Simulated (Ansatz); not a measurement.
# SmS, relaxed from a CuPt-type start to space group Fm-3m (read at 0.02 Å)

The computed numbers are results of PBEsol, scalar-relativistic (collinear spin) in the plane-wave PAW code Ansatz at 420 eV, Γ-centred 10×10×10 mesh, 0.05 eV Gaussian smearing; PAW files: Ansatz's generated set soft_2.

```cif
data_structure
_symmetry_space_group_name_H-M 'P 1'
_symmetry_Int_Tables_number 1
_cell_length_a 4.0241
_cell_length_b 4.0241
_cell_length_c 4.0241
_cell_angle_alpha 60.000
_cell_angle_beta 60.000
_cell_angle_gamma 60.000
_cell_volume 46.08
loop_
_atom_site_label
_atom_site_type_symbol
_atom_site_fract_x
_atom_site_fract_y
_atom_site_fract_z
_atom_site_occupancy
Sm1 Sm 0.50000 0.50000 0.50000 1
S1 S 0.00000 0.00000 0.00000 1
```

This is a trial structure: such lanthanide and actinide compounds mostly take the rock-salt structure.

Magnetic state: ferromagnetic, site spin moments Sm 5.56; S -0.06 μB.

The cell is relaxed to zero pressure at this level.

Path: Γ–X–U | K–Γ–L–W–X, with Γ = (0.000, 0.000, 0.000), X = (0.500, 0.500, 0.000), U = (0.625, 0.375, 0.000), K = (0.375, 0.000, -0.375), L = (0.500, 0.000, 0.000), W = (0.500, 0.250, -0.250) in reciprocal vectors of the calculation's cell.

**Question.** Is it a metal or an insulator, and if it has a gap, where are the band edges on this path?

**Answer.** A metal: bands cross the Fermi level.

Bands as a text map, energy in eV from the Fermi level (dashes), each leg drawn with the same width, + spin up, o spin down, # both:
```
  4.86 |     +ooo +#++  ooo o         ooo   ++ oo## + oo
  4.57 |     o    # +++++o o      oo+#   # + ++++o o#+  
  4.29 | o+oo  ++#  ++   ooo+o   oo+oooooo#ooo##o    o++
  4.00 |oooo#o#oooo#oo###++oooooooo#oo####      +###oooo
  3.71 |  o  +oooo#ooooo#oooo        oo##oooooooooo##ooo
  3.43 |    ooooo#ooooooo#o#o     #oo#o###oooooooo#oo#oo
  3.14 | ooo# +++    oooo##o o   o#  o+  o+       oo  ++
  2.86 |o o# +            o+o+oooo  #    +o      +      
  2.57 |o#o++            #+ ooooo+ o +oooo+#     o      
  2.29 |o o+              +o+ ooo+   o    o##   #       
  2.00 |+++               o+o#+++ o+#       o###        
  1.71 |+#                 o o#+#o #            #       
  1.43 |oo              #   ##oooo#                     
  1.14 | +                   +   +               #      
  0.86 |++o           ##      +++                 +     
  0.57 |+ +          #         +                  o+    
  0.29 | ++#++++++++#        ++ ++                 o++++
  0.00 |--++#++++++#++++++++++----++++++++++++++++++++++
 -0.29 |+++++#++++#+++++++++++++++++++++++++++++++++#+++
 -0.57 |   +  oooo   ++++                       +++  ooo
 -0.86 |    +      ++                              ++   
 -1.14 |     ++  ++                                  +  
 -1.43 |       ++                                     ++
 -1.71 |                                                
 -2.00 |                                                
 -2.29 |                                                
 -2.57 |ooo                  oooo                       
 -2.86 |+#+oooooooo         o#+++#                   ooo
        Γ      X      UK       Γ       L       W       X
```

Formal charges Sm²⁺, S²⁻ leave Sm²⁺ with an open 4f⁶ shell. Nothing in this functional splits the part-filled shell enough, so f states lie at the Fermi level.

It ran for 20 s on 4 threads of Arm Neoverse N1, on a shared host, peak memory 0.69 GiB.

For elements this heavy, spin–orbit coupling would shift levels and gaps; it isn't included here. The run wasn't fully tested for a lower electronic state. Site moments are of spin, integrated over atomic spheres. For an f⁶ shell, the formal count of Sm here, Hund's rules give L = S = 3 and J = 0, a non-magnetic ion. Spin-polarised DFT, with or without U, favours a large spin moment instead, a known failure, so moments and magnetic energies here aren't predictions. No antiparallel order was tried.

The open shells may stand above their lowest state, and forces and pressures are less sure for it.
